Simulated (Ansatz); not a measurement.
Consider the following.

CuI:
Space group P4/nmm, origin choice 1 (No. 129); a = 4.0703 Å, b = 4.0703 Å, c = 6.4050 Å, α = 90.00°, β = 90.00°, γ = 90.00°

```json
[
 {"atom": "Cu", "site": "2a", "symmetry": "-4m2", "x": "0.0000", "y": "0.0000", "z": "0.0000"},
 {"atom": "I", "site": "2c", "symmetry": "4mm", "x": "0.5000", "y": "0.0000", "z": "0.2636"}
]
```

This is the r²SCAN+D4-relaxed structure.

Q: All from r²SCAN+D4 (plane waves, PAW; program Ansatz), unless another level is named. Estimate the hole effective mass with spin–orbit coupling.

A: 0.41, 0.41, 0.98 mₑ (principal values).

Q: And the band gap?

A: 2.08 eV (direct).

Q: Next, the valence-band maximum?

A: at Γ.

The first step of the workflow began from a Materials Project structure, measured or hypothetical; the Crystallography Open Database copy checked does not list it. It is not the phase usual at ambient conditions (space group No. 216). The cell was relaxed with r²SCAN+D4 under the symmetry of its start; its stability against distortions is not shown here. No spin polarisation was allowed. Spin–orbit coupling is left out wherever it is not named.

Potentials: the later of the program's two PAW sets.
